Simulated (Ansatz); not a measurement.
CsPbBr3 with a Pb vacancy: do the settings matter for the field gradients?

Cell: a supercell of CsPbBr3 (cubic perovskite type, Pm-3m) built from an entry of the Crystallography Open Database (COD), with all atoms left at the host's positions.

Space group Im-3m (No. 229); a = 11.7400 Å.

| site | Wyckoff | site symmetry | x | y | z |
| --- | --- | --- | --- | --- | --- |
| Cs | 8c | .-3m | 0.2500 | 0.2500 | 0.2500 |
| Pb | 6b | 4/mm.m | 0.5000 | 0.5000 | 0.0000 |
| Br8 | 12e | 4m.m | 0.2500 | 0.5000 | 0.5000 |
| Br9 | 12d | -4m.2 | 0.7500 | 0.0000 | 0.5000 |

One atom of each set is listed; the run and its k-mesh use a cell of 19 atoms with edges of 10.17, 10.17, 10.17 Å.

Reference run. Level of theory: DFT, PBE, plane waves and PAW, scalar-relativistic, 420 eV cutoff, Γ-centred 2×2×2 k-points, Fermi–Dirac smearing 0.01 eV, cell charge -2 (Ansatz 0.2.0).

(1) The input is changed as follows: `hamiltonian.xc`: pbe → pbesol. What happens to V_zz (10²¹ V/m²) and η?

## Answers

(1) 

| site | V_zz reference | η reference | V_zz changed | η changed |
| --- | --- | --- | --- | --- |
| Cs | -2.87 | 0.00 | -2.81 | 0.00 |
| Pb | -21.7 | 0.00 | -21.7 | 0.00 |
| Br8 | 7.45 | 0.00 | 7.62 | 0.00 |
| Br9 | 17.78 | 0.00 | 18.22 | 0.00 |

The largest change of V_zz is on Br9, from 17.78 to 18.22. In per cent, |V_zz| changes by -2 on Cs, 0 on Pb, +2 on Br (all sites that start above 0.5). SCF iterations: 8 and 8.

On the reference run: The defect repeats with the cell of 19 atoms, so it feels its images: sites between two images don't show the values beside a lone defect, and zeros or small values of η there can come from the images' arrangement. Br carries a gradient in the pure host already, so the values there aren't the defect's effect alone. This high-symmetry form of CsPbBr3 is unstable when cold, to tilts of the octahedra. The symmetry of the cell holds that distortion back, wholly or in part, and it would change the field gradients, the more the larger the distortion. A uniform background compensates the cell's charge. Spin–orbit coupling is left out, which shifts gradients on Pb by a few per cent, and by more where contributions nearly cancel. The neighbours have not yet relaxed around the defect (largest force 0.047 eV/Å), so a real crystal will differ.
